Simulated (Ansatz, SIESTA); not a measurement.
Given: the input of a run of Ansatz 0.2.0 on ScNbN. The cell comes from a database or a generator and needn't be the stable form of this composition.

File input.yaml:

```yaml
crystal:
  lattice:
    - [3.1109744204, 0.0, 0.0]
    - [-1.5554872102, 2.6941828786, 0.0]
    - [0.0, 0.0, 10.357153]
  atoms:
    - { symbol: Nb, position: [0.3333333333, 0.6666666667, 0.247431] }
    - { symbol: Nb, position: [0.6666666667, 0.3333333333, 0.752569] }
    - { symbol: Sc, position: [0.0, 0.0, 0.0] }
    - { symbol: Sc, position: [0.0, 0.0, 0.5] }
    - { symbol: "N", position: [0.3333333333, 0.6666666667, 0.627811] }
    - { symbol: "N", position: [0.6666666667, 0.3333333333, 0.372189] }
hamiltonian:
  xc: pbe
  pseudopotentials: { kind: paw }
kpoints:
  mp_grid: { grid: [10, 10, 3] }
scf:
  occupations: { method: fermi_dirac, width: 0.05 }
output:
  forces: true
  stress: true
  eigenvalues: true
  write_density: true
  write_potential: true
  elf: true
  volumetric_format: npy
```

Potentials or basis: Ansatz PAW.

Command:

```sh
$ ansatz run input.yaml --threads 2 --pin off --max-ram 5120MiB --backend cpu --events-out ev --progress --plain --runs-dir out
```

Set up the same calculation for SIESTA 5.4.2. Potentials or basis there: files PseudoDojo sr-pbe-0.4.1-standard, DZP (energy shift 0.003 Ry; two zetas on semicore shells).

As run (cutoffs and basis follow the program's own potentials, and thresholds, step limits or extra output files can differ):

The input ScNbN.fdf:

```
SystemName                      ScNbN
SystemLabel                     ScNbN
NumberOfSpecies                 3
NumberOfAtoms                   6
%block ChemicalSpeciesLabel
  1  41 Nb
  2  21 Sc
  3   7 N
%endblock ChemicalSpeciesLabel

LatticeConstant                 1.0 Ang
%block LatticeVectors
     3.1109744204     0.0000000000     0.0000000000
    -1.5554872102     2.6941828786     0.0000000000
     0.0000000000     0.0000000000    10.3571530000
%endblock LatticeVectors
AtomicCoordinatesFormat         Fractional
%block AtomicCoordinatesAndAtomicSpecies
     0.3333333333     0.6666666667     0.2474310000  1  Nb
     0.6666666667     0.3333333333     0.7525690000  1  Nb
     0.0000000000     0.0000000000     0.0000000000  2  Sc
     0.0000000000     0.0000000000     0.5000000000  2  Sc
     0.3333333333     0.6666666667     0.6278110000  3  N
     0.6666666667     0.3333333333     0.3721890000  3  N
%endblock AtomicCoordinatesAndAtomicSpecies

%block kgrid.MonkhorstPack
   10   0   0  0.0
    0  10   0  0.0
    0   0   3  0.0
%endblock kgrid.MonkhorstPack
XC.Functional                   GGA
XC.Authors                      PBE
PAO.BasisSize                   DZP
PAO.EnergyShift                 0.003 Ry
Mesh.Cutoff                     800 Ry
OccupationFunction              FD
ElectronicTemperature           0.05 eV
MaxSCFIterations                120
SCF.MustConverge                false
SCF.Mixer.Method                Pulay
SCF.Mixer.Weight                0.25
SCF.Mixer.History               8
SCF.DM.Tolerance                5.0e-05
SCF.H.Tolerance                 1.0e-03 eV
WriteForces                     true
Charge.Mulliken                 end
%block PAO.Basis
  Nb 5
  n=4 0 2
    3.366 0.000
  n=5 0 2
    9.205 0.000
  n=4 1 2
    3.905 0.000
  n=5 1 1
    9.205
  n=4 2 2
    7.356 0.000
  Sc 5
  n=3 0 2
    3.326 0.000
  n=4 0 2
    9.168 0.000
  n=3 1 2
    3.797 0.000
  n=4 1 1
    9.168
  n=3 2 2
    7.010 0.000
%endblock PAO.Basis
```

Potentials or basis: PseudoDojo 0.4 standard (PBE files), converted to PSML, two zetas on semicore shells, DZP (energy shift 0.003 Ry; two zetas on semicore shells).

Launch:

```bash
$ siesta < ScNbN.fdf > ScNbN.out 2>&1
```

Both were run:

|  | Ansatz | SIESTA |
| --- | --- | --- |
| Pressure | -2.1 GPa | -0.4 GPa |

Ansatz's pressure holds a Pulay term of +0.23 GPa for its cutoff of 420 eV, which the other run lacks.

Where Ansatz's input types no cutoff or centring, it takes its own default and a Γ-centred mesh.

Pressure is positive in compression.
